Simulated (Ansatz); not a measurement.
Relaxed (001) slab cut from FePt (space group P4/mmm (No. 123)); the slab's formula is Fe4Pt3, its outer planes Fe (top) and Fe (bottom):

```
CELL_PARAMETERS angstrom
2.68680 0.00000 0.00000
0.00000 2.68680 0.00000
0.00000 0.00000 26.15183
ATOMIC_POSITIONS crystal
Fe 0.50000 0.50000 0.28843
Pt 0.00000 0.00000 0.35749
Fe 0.50000 0.50000 0.42909
Pt 0.00000 0.00000 0.50000
Fe 0.50000 0.50000 0.57091
Pt 0.00000 0.00000 0.64251
Fe 0.50000 0.50000 0.71157
```

All numbers below come from DFT PBEsol, scalar-relativistic, plane waves, PAW (Ansatz 0.2.0). Cutoff 420 eV; k points 13×13×1 on the computed 7-atom cell (Γ-centred); Gaussian smearing, width 0.10 eV; collinear spin from starting moments 3.17 0.41 3.17 0.41 3.17 0.41 3.17 μB. A dipole correction removes the field between periodic images along c.

The potential is the smooth part; its values at the atoms depend on the PAW datasets. The run ends with site moments 3.0 0.4 2.9 0.4 2.9 0.4 3.0 μB.

(1) How does the plane-averaged electrostatic potential energy of an electron run along c, counted from the Fermi level?

Spin-orbit coupling is left out, which matters for the bands of heavy elements. The run saw a state lower than the one given here. Only parallel moments were tried here.

Results:

(1)
```tsv
z (Å)	V (eV)
2.62	4.55
2.91	4.55
3.20	4.55
3.49	4.55
3.78	4.54
4.07	4.54
4.36	4.53
4.65	4.52
4.94	4.48
5.23	4.41
5.52	4.26
5.81	3.96
6.10	3.37
6.39	2.18
6.68	-0.43
6.97	-6.24
7.26	-11.88
7.55	-13.92
7.85	-11.68
8.14	-6.68
8.43	-4.09
8.72	-9.80
9.01	-17.95
9.30	-22.19
9.59	-20.01
9.88	-12.59
10.17	-4.74
10.46	-3.79
10.75	-8.81
11.04	-13.18
11.33	-13.70
11.62	-10.11
11.91	-4.79
12.20	-4.01
12.49	-11.05
12.79	-18.96
13.08	-22.21
13.37	-18.96
13.66	-11.05
13.95	-4.01
14.24	-4.79
14.53	-10.11
14.82	-13.70
15.11	-13.18
15.40	-8.81
15.69	-3.79
15.98	-4.74
16.27	-12.59
16.56	-20.01
16.85	-22.19
17.14	-17.95
17.43	-9.80
17.73	-4.09
18.02	-6.68
18.31	-11.68
18.60	-13.92
18.89	-11.88
19.18	-6.24
19.47	-0.43
19.76	2.18
20.05	3.37
20.34	3.96
20.63	4.26
20.92	4.41
21.21	4.48
21.50	4.52
21.79	4.53
22.08	4.54
22.37	4.54
22.66	4.55
22.96	4.55
23.25	4.55
23.54	4.55
```

The vacuum level lies 4.55 eV above the Fermi level.

Cost: 1 run of about 2.9 core-minutes, on Intel Xeon 6975P-C (Granite Rapids) (shared hosts).